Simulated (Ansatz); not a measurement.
**Ni (simple cubic): energy against volume**

The calculation used DFT, BLYP, plane waves (420 eV) with PAW, scalar-relativistic (Ansatz). The PAW files were generated under PBE, with cores re-solved for the functional.

The cell is scaled uniformly from the relaxed one, with fractional coordinates and shape fixed. Energies are extrapolated to zero smearing, pressures are those at the given smearing. Magnetic state: ferromagnetic.

A Birch-Murnaghan fit gives V₀ = 13.27 Å³/atom, B₀ = 117 GPa, B₀′ = 5.5.

Problem. What are the energy above the minimum and the pressure at 12.748 Å³/atom?

Solution. 8.1 meV/atom and 5.42 GPa as computed.

Problem. What are the energy above the minimum and the pressure at 13.811 Å³/atom?

Solution. 7.4 meV/atom and -3.94 GPa as computed.

Problem. What are the energy above the minimum and the pressure at 14.342 Å³/atom?

Solution. 26.5 meV/atom and -7.20 GPa as computed.
